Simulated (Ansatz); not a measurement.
## Relaxing Li (bcc)

Level of theory: DFT, LDA, scalar-relativistic, no spin polarisation; plane waves to 420 eV with PAW datasets (Ansatz 0.2.0), 16×16×16 k-mesh, Gaussian smearing of 0.05 eV; PAW files: Ansatz's generated set soft_2.

The first cell:

```
CELL_PARAMETERS angstrom
-1.74500 1.74500 1.74500
1.74500 -1.74500 1.74500
1.74500 1.74500 -1.74500
ATOMIC_POSITIONS crystal
Li 0.00000 0.00000 0.00000
```

The runs in order:

| run | level | k-mesh | kind | V (Å³/atom) | P (GPa) | E − E(final) (meV/atom) | gap on the mesh (eV) |
| --- | --- | --- | --- | --- | --- | --- | --- |
| 1 | LDA | 16×16×16 | fixed cell | 21.25 | -1.4 | 10.4 | metal |
| 2 | LDA | 16×16×16 | fixed cell | 21.06 | -1.3 | 8.8 | metal |
| 3 | LDA | 16×16×16 | fixed cell | 19.11 | -0.1 | 0.0 | metal |

At this volume the pressure is -0.06 GPa.

The final structure (symmetry read at 0.01 Å). Symmetry: Im-3m, No. 229, cubic system. Conventional cell: a = 3.368 Å, b = 3.368 Å, c = 3.368 Å, α = 90.00°, β = 90.00°, γ = 90.00°. Li (site symmetry m-3m) has 8 Li at 2.92 Å as nearest neighbours. (Shells end 15 % past the nearest neighbour.)

At the final geometry the gap, band path included, is zero (metallic). 

**Reading the result.**

With 3 valence electrons in the calculation's cell and no magnetic order, the bands, two electrons each, can't all be full or empty: band theory demands a metal.
